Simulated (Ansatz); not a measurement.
# Si₃NiO₈: input and output of an SCF run

The cell (12 atoms) is Si₃NiO₈ as a small unrelaxed cell with one substitutional d or f atom. One Si of COD entry 9016249 is replaced by Ni, with no charge compensation. Forces or pressure are large, so the cell is far from its computed equilibrium.

Level of theory: DFT, r2SCAN, PAW, plane waves, scalar-relativistic (Ansatz).

Input file:

```yaml
crystal:
  lattice:
    - [4.599, 0.0, 0.0]
    - [0.0, 4.599, 0.0]
    - [0.0, 0.0, 6.13]
  atoms:
    - { symbol: Si, position: [0.3396, 0.3396, 0.0] }
    - { symbol: Si, position: [0.1604, 0.8396, 0.25] }
    - { symbol: Si, position: [0.6604, 0.6604, 0.5] }
    - { symbol: Ni, position: [0.8396, 0.1604, 0.75], spin: 2.0 }
    - { symbol: O, position: [0.2238, 0.18, 0.2164] }
    - { symbol: O, position: [0.32, 0.7238, 0.4664] }
    - { symbol: O, position: [0.7762, 0.82, 0.7164] }
    - { symbol: O, position: [0.68, 0.2762, 0.9664] }
    - { symbol: O, position: [0.7238, 0.32, 0.5336] }
    - { symbol: O, position: [0.82, 0.7762, 0.2836] }
    - { symbol: O, position: [0.2762, 0.68, 0.0336] }
    - { symbol: O, position: [0.18, 0.2238, 0.7836] }
magnetization:
  spin_polarized: true
hamiltonian:
  xc: r2scan
  pseudopotentials: { kind: paw }
basis:
  ecutwfc: 500
kpoints:
  mp_grid: { grid: [3, 3, 2] }
scf:
  occupations: { method: fermi_dirac, width: 0.05 }
  lower_state_search: "off"
output:
  forces: true
  stress: true
  write_density: true
  write_potential: true
  elf: true
  volumetric_format: npy
```

Command:
```sh
ansatz run input.yaml --threads 4 --pin off --max-ram 9216MiB --backend cpu --events-out ev --progress --plain --runs-dir out
```

Program output, abridged:

```
Pseudopotentials: kind: paw
Pseudopotential: Si, paw, valence charge 4, recommended cutoff 500 eV (meta_gga), Si.paw.azcp
Pseudopotential: Ni, paw, valence charge 18, recommended cutoff 500 eV (meta_gga), Ni.paw.azcp
Pseudopotential: O, paw, valence charge 6, recommended cutoff 500 eV (meta_gga), O.paw.azcp
Functional definition: r2SCAN
Crystal: 12 atoms, lattice volume = 129.654 Å³
Basis set: ecut = 500 eV, 3331 PW (Γ), exchange–correlation on 144×144×180 points (64 copies of the dense FFT grid, shifted against one another)
Bands: 52, of which v1, the nominal top of the filled ones, is band 39 counted from 1 (38 counted from 0)
Symmetry: 2 space group operations
Space group: C2 (ITA 5), of the structure as read, at distance tolerance 5.1e-5 Å
Magnetic group: BNS 5.13 (UNI 20), of the structure as read, at distance tolerance 5.1e-5 Å
k-points: 8 of 18 (time reversal used)
Non-local potential: Si, projectors of the file, l = 0: 2, l = 1: 2, l = 2: 2
Non-local potential: Ni, projectors of the file, l = 0: 3, l = 1: 2, l = 2: 3, l = 3: 1
Non-local potential: O, projectors of the file, l = 0: 2, l = 1: 2, l = 2: 1
PAW frozen core: Si, regenerated for the run's functional (the file was generated under x = pbe(κ = 0.804, μ = 0.2195149727645171), c = pbe(β = 0.06672455060314922))
PAW frozen core: Ni, regenerated for the run's functional (the file was generated under x = pbe(κ = 0.804, μ = 0.2195149727645171), c = pbe(β = 0.06672455060314922))
PAW frozen core: O, regenerated for the run's functional (the file was generated under x = pbe(κ = 0.804, μ = 0.2195149727645171), c = pbe(β = 0.06672455060314922))
Initial density: superposition of atomic densities (chi_scale 0.1, normalization cell, long waves kept (reshape's long-wave potential 0.35 eV rms))
Starting moments: Σ|m| = 2 μB on 1 of 12 sites
Initial wavefunctions: pseudopotential atomic-orbital guess
Functional: x = r2scan, c = r2scan; τ floored in thin density (d = 2e-4 eV/Å³)
SCF iter   1: F=-12250.407805 eV  HF=-12324.261002 eV  |F-HF|=7.39e1  |Δ(HF+E_count)|=         —  Δρ=1.85e-1 (↑7.46e-2 ↓1.85e-1)  dr2=8.10e1  dr2_τ=4.70e-1  dr2_m=5.10e0  M=1.050 μB ∫|m|=1.260 μB  β_m=0.30  ethr=3.10e-3  ⟨swp⟩=6.3  Hψ=3810  notcnv=0  defer=18
preconditioner: auto → Kerker (q_TF=auto, 2.507 Å⁻¹)  [metal: Δε(μ)=0.013 eV  Ē_g=18.226 eV  σ=0.050 eV  W_gap=0.07  n_scr=36 (ndim 8)  ℏωp=27.3 eV  f_vac=0.002  D(μ)=8.71/eV (n_scr^D=98)]
spin=Collinear: Kerker preconditioning applied to the charge; magnetization (m = ρ↑ − ρ↓) channel mixes plain (no charge-response kernel on spin).
SCF iter   2: F=-12308.620779 eV  HF=-12315.493910 eV  |F-HF|=6.87e0  |Δ(HF+E_count)|=    8.77e0  Δρ=5.94e-2 (↑5.75e-2 ↓5.94e-2)  dr2=1.15e1  dr2_τ=1.54e-1  dr2_m=3.07e-1  M=2.748 μB ∫|m|=2.749 μB  β_m=0.30  ethr=3.10e-3  ⟨swp⟩=3.5  Hψ=2155  notcnv=0  defer=65  κ⁻¹=1.0e0(r=1)
SCF iter   3: F=-12312.582653 eV  HF=-12314.692702 eV  |F-HF|=2.11e0  |Δ(HF+E_count)|=   8.01e-1  Δρ=4.03e-2 (↑3.23e-2 ↓4.03e-2)  dr2=5.27e0  dr2_τ=4.81e-2  dr2_m=4.78e-1  M=2.191 μB ∫|m|=2.214 μB  β_m=0.30  ethr=3.10e-3  ⟨swp⟩=2.5  Hψ=1794  notcnv=0  defer=86  κ⁻¹=2.0e-2(r=2)
SCF iter   4: F=-12314.418022 eV  HF=-12314.415075 eV  |F-HF|=2.95e-3  |Δ(HF+E_count)|=   2.78e-1  Δρ=2.18e-2 (↑2.09e-2 ↓2.18e-2)  dr2=9.97e-1  dr2_τ=2.52e-2  dr2_m=2.65e-1  M=2.196 μB ∫|m|=2.233 μB  β_m=1.20  ethr=3.10e-3  ⟨swp⟩=3.0  Hψ=1688  notcnv=0  defer=76
Mixer restart at iter 4: flushing history
spin-set hold released at iteration 4 (the charge has settled, or the pull on large starting moments outlasts its swing): the magnetisation degrees of freedom join the quasi-Newton model from the next iteration; the mixer history was flushed
SCF iter   5: F=-12314.612580 eV  HF=-12314.449254 eV  |F-HF|=1.63e-1  |Δ(HF+E_count)|=   3.42e-2  Δρ=1.36e-2 (↑1.23e-2 ↓1.36e-2)  dr2=6.59e-1  dr2_τ=6.24e-3  dr2_m=6.75e-3  M=2.120 μB ∫|m|=2.193 μB  β_m=1.20  ethr=1.28e-3  ⟨swp⟩=2.0  Hψ=1604  notcnv=0  defer=76  κ⁻¹=1.0e0(r=1)
SCF iter   6: F=-12314.688460 eV  HF=-12314.686075 eV  |F-HF|=2.39e-3  |Δ(HF+E_count)|=   2.37e-1  Δρ=1.04e-2 (↑1.04e-2 ↓9.02e-3)  dr2=4.25e-1  dr2_τ=3.75e-3  dr2_m=7.30e-3  M=2.051 μB ∫|m|=2.129 μB  β_m=1.20  ethr=8.45e-4  ⟨swp⟩=2.0  Hψ=1081  notcnv=0  defer=76  κ⁻¹=1.0e-1(r=2)
SCF iter   7: F=-12314.799499 eV  HF=-12314.816651 eV  |F-HF|=1.72e-2  |Δ(HF+E_count)|=   1.31e-1  Δρ=4.95e-3 (↑4.07e-3 ↓4.95e-3)  dr2=6.82e-2  dr2_τ=6.28e-4  dr2_m=1.15e-2  M=2.001 μB ∫|m|=2.076 μB  β_m=1.20  ethr=5.45e-4  ⟨swp⟩=2.9  Hψ=1555  notcnv=0  defer=82  κ⁻¹=1.8e-2(r=3)
SCF iter   8: F=-12314.808693 eV  HF=-12314.811238 eV  |F-HF|=2.55e-3  |Δ(HF+E_count)|=   5.41e-3  Δρ=2.65e-3 (↑2.60e-3 ↓2.65e-3)  dr2=3.84e-2  dr2_τ=3.22e-4  dr2_m=1.04e-4  M=2.001 μB ∫|m|=2.071 μB  β_m=1.20  ethr=8.74e-5  ⟨swp⟩=2.0  Hψ=1394  notcnv=0  defer=86  κ⁻¹=1.1e-2(r=4)
SCF iter   9: F=-12314.813967 eV  HF=-12314.814370 eV  |F-HF|=4.04e-4  |Δ(HF+E_count)|=   3.13e-3  Δρ=2.06e-3 (↑1.80e-3 ↓2.06e-3)  dr2=2.21e-2  dr2_τ=1.55e-4  dr2_m=5.24e-4  M=2.001 μB ∫|m|=2.070 μB  β_m=1.20  ethr=4.92e-5  ⟨swp⟩=2.6  Hψ=1309  notcnv=0  defer=86  κ⁻¹=3.5e-3(r=5)
[... 3 iterations left out ...]
SCF iter  13: F=-12314.822820 eV  HF=-12314.822578 eV  |F-HF|=2.42e-4  |Δ(HF+E_count)|=   7.55e-4  Δρ=3.90e-4 (↑3.00e-4 ↓3.90e-4)  dr2=4.71e-4  dr2_τ=4.20e-6  dr2_m=7.86e-6  M=2.002 μB ∫|m|=2.074 μB  β_m=1.20  ethr=1.10e-6  ⟨swp⟩=2.1  Hψ=1319  notcnv=0  defer=86  κ⁻¹=1.3e-4(r=8)
SCF iter  14: F=-12314.822900 eV  HF=-12314.822854 eV  |F-HF|=4.61e-5  |Δ(HF+E_count)|=   2.76e-4  Δρ=2.30e-4 (↑1.83e-4 ↓2.30e-4)  dr2=2.12e-4  dr2_τ=1.59e-6  dr2_m=6.33e-6  M=2.002 μB ∫|m|=2.074 μB  β_m=1.20  ethr=6.04e-7  ⟨swp⟩=2.4  Hψ=1127  notcnv=0  defer=86  κ⁻¹=8.2e-5(r=8)
SCF iter  15: F=-12314.822915 eV  HF=-12314.822944 eV  |F-HF|=2.87e-5  |Δ(HF+E_count)|=   9.03e-5  Δρ=1.17e-4 (↑1.03e-4 ↓1.17e-4)  dr2=6.89e-5  dr2_τ=4.92e-7  dr2_m=7.30e-7  M=2.002 μB ∫|m|=2.074 μB  β_m=1.20  ethr=2.72e-7  ⟨swp⟩=2.0  Hψ=1426  notcnv=0  defer=86  κ⁻¹=4.2e-4(r=8)
SCF iter  16: F=-12314.822936 eV  HF=-12314.822918 eV  |F-HF|=1.80e-5  |Δ(HF+E_count)|=   2.59e-5  Δρ=8.80e-5 (↑8.18e-5 ↓8.80e-5)  dr2=2.10e-5  dr2_τ=1.74e-7  dr2_m=2.75e-7  M=2.002 μB ∫|m|=2.074 μB  β_m=1.20  ethr=8.83e-8  ⟨swp⟩=2.2  Hψ=1455  notcnv=0  defer=95  κ⁻¹=3.1e-4(r=8)
SCF iter  17: F=-12314.822939 eV  HF=-12314.822932 eV  |F-HF|=6.51e-6  |Δ(HF+E_count)|=   1.41e-5  Δρ=6.51e-5 (↑5.40e-5 ↓6.51e-5)  dr2=1.23e-5  dr2_τ=8.83e-8  dr2_m=1.81e-7  M=2.002 μB ∫|m|=2.074 μB  β_m=1.20  ethr=2.69e-8  ⟨swp⟩=2.1  Hψ=1364  notcnv=0  defer=95  κ⁻¹=1.1e-4(r=8)
SCF iter  18: F=-12314.822941 eV  HF=-12314.822940 eV  |F-HF|=6.95e-7  |Δ(HF+E_count)|=   8.23e-6  Δρ=2.69e-5 (↑2.69e-5 ↓2.53e-5)  dr2=4.10e-6  dr2_τ=3.49e-8  dr2_m=2.07e-8  M=2.002 μB ∫|m|=2.074 μB  β_m=1.20  ethr=1.58e-8  ⟨swp⟩=2.0  Hψ=1244  notcnv=0  defer=95  κ⁻¹=1.1e-4(r=8)
SCF iter  19: F=-12314.822942 eV  HF=-12314.822942 eV  |F-HF|=2.86e-7  |Δ(HF+E_count)|=   1.19e-6  Δρ=1.52e-5 (↑1.44e-5 ↓1.52e-5)  dr2=1.24e-6  dr2_τ=9.83e-9  dr2_m=1.61e-8  M=2.002 μB ∫|m|=2.074 μB  β_m=1.20  ethr=5.25e-9  ⟨swp⟩=2.0  Hψ=1362  notcnv=0  defer=95  κ⁻¹=2.3e-4(r=8)
SCF iter  20: F=-12314.822942 eV  HF=-12314.822941 eV  |F-HF|=6.35e-7  |Δ(HF+E_count)|=   1.11e-7  Δρ=1.78e-5 (↑1.34e-5 ↓1.78e-5)  dr2=6.28e-7  dr2_τ=3.42e-9  dr2_m=1.45e-8  M=2.002 μB ∫|m|=2.074 μB  β_m=1.20  ethr=1.59e-9  ⟨swp⟩=3.0  Hψ=1375  notcnv=0  defer=95  κ⁻¹=3.1e-4(r=8)
SCF iter  21: F=-12314.822942 eV  HF=-12314.822942 eV  |F-HF|=7.27e-8  |Δ(HF+E_count)|=   7.09e-7  Δρ=7.79e-6 (↑6.06e-6 ↓7.79e-6)  dr2=1.53e-7  dr2_τ=1.21e-9  dr2_m=3.98e-9  M=2.002 μB ∫|m|=2.074 μB  β_m=1.20  ethr=8.05e-10  ⟨swp⟩=2.0  Hψ=1362  notcnv=0  defer=95  κ⁻¹=2.4e-4(r=8)
SCF iter  22: F=-12314.822942 eV  HF=-12314.822942 eV  |F-HF|=7.99e-9  |Δ(HF+E_count)|=   9.87e-8  Δρ=3.49e-6 (↑3.49e-6 ↓3.26e-6)  dr2=4.40e-8  dr2_τ=5.38e-10  dr2_m=4.10e-10  M=2.002 μB ∫|m|=2.074 μB  ethr=1.28e-10  ⟨swp⟩=18.1  Hψ=6419  notcnv=0
SCF 1 converged in 22 iterations: F = -12314.822942 eV  dr2 = 4.40e-8
  greatest PAW one-centre occupation: 1.001 electrons in one spin orbital (limit 2), on the Ni atom at site 3 (counted from 0), in its partial waves of l = 1
this state was not tested for a lower state beside it, because the mixer in use, unlike msr1, does not test its closes by its own steps (another_mixer; see scf.mixing.algorithm and scf.lower_state_search)
SCF converged after 22 iterations
Magnetization: 2.0016 μB (40.0008 up, 37.9992 down)
Absolute magnetization: 2.0762 μB (∫|ρ↑−ρ↓|, with the PAW one-centre terms)
Spin contamination: 0.0307 ħ² per cell (⟨S²⟩ above its minimum at these occupations)
Per-site moments (μB) at R_I (Å): [(0.0069, 0.6623), (0.0003, 0.6623), (0.0069, 0.6623), (1.2063, 0.6623), (-0.0038, 0.6623), (0.0039, 0.6623), (0.1256, 0.6623), (0.1123, 0.6623), (0.1123, 0.6623), (-0.0038, 0.6623), (0.0039, 0.6623), (0.1256, 0.6623)]
Free energy (F): -12314.822942 eV
Harris-Foulkes:  -12314.822942 eV  (|F-HF|=7.99e-9)
Internal energy: -12314.796759 eV  (E = F + TS)
E sigma→0 (E₀):  -12314.809850 eV
Entropy (-TS):   -0.026184 eV (-2.182 meV/atom)
Fermi energy:    5.824711 eV
--- Per-component energies (eV) ---
  E_band       = -755.514413
  E_kinetic    = 1857.179459
  E_local      = -9395.466230  (includes V_loc(G=0)·N_el)
  E_nonlocal   = 1081.658227
  E_hartree    = 3798.371581
  E_xc         = -830.196797
  E_vxc        = -1128.696027  (∫ρ·V_xc dr)
  E_paw        = -4473.438034  (= ΣΔE_a)
  E_vpaw       = -839.090571  (= ΣTr[D̂ρ^β])
  E_aug_tail   = 0.008483  (compensation charges beyond the density's cutoff)
  E_vtau       = 72.151853  (kinetic-family band-sum trace: ∫τ·v_τ [+ j·A + Jᵃ·Aᵃ] dr)
  E_ewald      = -4352.128553
  E_core_change = -0.784895  (= ΣΔE_core)
  E_smearing   = -0.026184  (= −TS)
  E_closure    = -0.000000  (closes the sum)
  Σ components = -12314.822942   (vs F -12314.822942, Δ=0.00e0)
--- Forces (eV/Å), atoms counted from 1 ---
  atom   1  Si    -0.28679270     0.37365590    -0.00336586
  atom   2  Si    -0.02181555     0.02181555     0.00000000
  atom   3  Si    -0.37365590     0.28679270     0.00336586
  atom   4  Ni    -0.01961144     0.01961144     0.00000000
  atom   5  O     -0.04798458    -0.00096132     0.15825259
  atom   6  O     -0.01132536    -0.06800672     0.05865907
  atom   7  O     -0.63379881    -5.47173625    -0.81557222
  atom   8  O     -1.79416208     2.35154967     4.52872077
  atom   9  O     -2.35154967     1.79416208    -4.52872077
  atom  10  O      0.00096132     0.04798458    -0.15825259
  atom  11  O      0.06800672     0.01132536    -0.05865907
  atom  12  O      5.47173625     0.63379881     0.81557222
  max |Σ_I F_I| component: 8.20e-6 eV/Å
--- Stress (GPa, compression-positive) ---
       25.472915      -0.496596       2.481590
       -0.496596      25.472915       2.481590
        2.481699       2.481699      25.886034
  P = ⅓ Tr σ = 25.6106 GPa (256.106 kbar)
--- Band table (eV; the first three rows and the last of 16) ---
k-point 0 ↑: bands = ["-104.6362", "-63.6279", "-63.5945", "-63.3703", "-16.5177", "-15.4956", "-15.1143", "-14.3364", "-14.2636", "-14.2324", "-14.1599", "-14.0884", "-4.3461", "-2.9829", "-2.2091", "-1.8762", "-1.8274", "-1.7596", "-1.3132", "-1.1244", "-0.7262", "-0.2092", "-0.0544", "0.7172", "0.7830", "1.3756", "1.6441", "1.9360", "2.2334", "2.4034", "2.6529", "2.6862", "3.0632", "3.2812", "3.3214", "4.1129", "4.1492", "5.0562", "5.5552", "5.5608", "5.9150", "11.4562", "14.3263", "14.9128", "15.0520", "15.7402", "15.7604", "16.9432", "17.4920", "17.6556", "17.6910", [...]
k-point 1 ↑: bands = ["-104.6362", "-63.6279", "-63.5945", "-63.3703", "-16.3567", "-15.9127", "-14.6380", "-14.5584", "-14.2654", "-14.2160", "-14.1606", "-14.1076", "-4.2140", "-3.1047", "-2.1430", "-2.1022", "-1.8714", "-1.7002", "-1.2603", "-0.9209", "-0.6197", "-0.2330", "-0.0983", "0.2167", "1.0920", "1.6150", "1.7850", "2.1606", "2.2240", "2.3302", "2.5872", "2.6723", "2.9589", "2.9755", "3.6119", "3.6486", "4.1480", "5.1811", "5.3272", "5.5706", "5.7842", "12.8334", "13.2709", "14.4410", "14.9176", "16.4218", "16.5976", "17.1085", "17.2642", "17.8392", "17.9301", [...]
k-point 2 ↑: bands = ["-104.6362", "-63.6279", "-63.5945", "-63.3703", "-16.2416", "-15.5831", "-15.0202", "-14.5141", "-14.3446", "-14.2729", "-14.2176", "-14.1355", "-4.1051", "-3.1615", "-2.4363", "-2.0687", "-1.6164", "-1.5097", "-1.3617", "-1.1083", "-0.6990", "-0.2445", "0.2471", "0.6134", "0.8495", "1.2626", "1.7052", "1.8978", "2.2235", "2.5330", "2.6757", "2.9423", "3.0858", "3.2277", "3.3195", "3.8008", "4.0883", "4.9270", "5.2201", "5.6819", "5.9778", "12.7538", "14.5457", "14.8129", "14.9814", "15.3917", "16.1049", "16.3515", "16.7582", "16.9671", "17.5409", [...]
k-point 7 ↓: bands = ["-102.2889", "-61.5594", "-61.4992", "-60.7369", "-15.8466", "-15.4230", "-14.9305", "-14.5118", "-14.3887", "-14.1728", "-14.0065", "-13.9314", "-3.5558", "-3.0579", "-2.3775", "-1.2638", "-1.0601", "-1.0037", "-0.7457", "-0.6993", "-0.0204", "0.1381", "0.6121", "0.9164", "1.2376", "1.4216", "1.8355", "2.1485", "2.2614", "2.3478", "2.8761", "3.0074", "3.2236", "3.4588", "3.7508", "3.9651", "4.7907", "5.1631", "7.0442", "7.2355", "7.7492", "14.0466", "14.4443", "15.1559", "15.2765", "15.5377", "15.9225", "16.1635", "16.5459", "17.2073", "17.2353", [...]
```

A semilocal functional without U tends to delocalise d and f electrons, and can give a metal where the real compound is an insulator. For a metal this mesh leaves errors of several meV/atom.

The run took 29 s on 4 threads of Arm Neoverse V1, with other jobs on the host, peak memory 0.7 GiB.
